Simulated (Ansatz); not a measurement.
# Rb₂SnHgTe₄: levels and charges under dearer methods

A database entry relaxed whole under r2SCAN at zero pressure (I-42m, No. 121):

```
Rb Sn Hg Te
1.0
    -4.46499    4.46499    3.75259
     4.46499   -4.46499    3.75259
     4.46499    4.46499   -3.75259
Rb Sn Hg Te
2 1 1 4
Direct
  0.00000 0.50000 0.50000
  0.50000 0.00000 0.50000
  0.50000 0.50000 0.00000
  0.00000 0.00000 0.00000
  0.43185 0.43185 0.33863
  0.56815 0.90678 0.00000
  0.09322 0.09322 0.66137
  0.90678 0.56815 0.00000
```

Its volume is 37.41 Å³ an atom, +5.9 % against the entry's 35.31, a measured cell (2012, 100 K).

Single points on this cell with plane-wave PAW DFT (Ansatz 0.2.0; r2SCAN 500 eV, hybrids 420 eV; fermi-dirac occupations of width 0.020 eV; no moments): r2SCAN on a 6×6×6 Γ-centred mesh; r2SCAN with spin-orbit coupling on a 4×4×4 Γ-centred mesh; HSE06 on a 4×4×4 Γ-centred mesh; PBE0 on a 4×4×4 Γ-centred mesh.

Q: What does each level give for gap and charges?

A: The runs give:

```json
{"level": "r2SCAN", "gap (eV), or kind": "0.90", "pressure (GPa)": "0.0", "Bader charge of Rb (e)": "+0.79", "Bader charge of Sn (e)": "+0.83", "Bader charge of Hg (e)": "+0.19", "Bader charge of Te (e)": "-0.65"}
{"level": "r2SCAN with spin-orbit coupling", "gap (eV), or kind": "0.69", "pressure (GPa)": "0.0", "Bader charge of Rb (e)": "+0.79", "Bader charge of Sn (e)": "+0.82", "Bader charge of Hg (e)": "+0.17", "Bader charge of Te (e)": "-0.64"}
{"level": "HSE06", "gap (eV), or kind": "its mesh misses the band edges", "pressure (GPa)": "-0.1", "Bader charge of Rb (e)": "+0.79", "Bader charge of Sn (e)": "+0.85", "Bader charge of Hg (e)": "+0.23", "Bader charge of Te (e)": "-0.66"}
{"level": "PBE0", "gap (eV), or kind": "its mesh misses the band edges", "pressure (GPa)": "-0.2", "Bader charge of Rb (e)": "+0.79", "Bader charge of Sn (e)": "+0.85", "Bader charge of Hg (e)": "+0.23", "Bader charge of Te (e)": "-0.67"}
```

Under r2SCAN the gap is 0.90 eV, over mesh and band path. Spin-orbit coupling moves the r2SCAN gap by -0.21 eV.

Caveats: the relaxation kept the start's symmetry; the relaxed cell lies far from the entry, by an error of the functional or of the entry; hybrid pressures are good to a few tenths of a GPa; pressure is positive in compression.
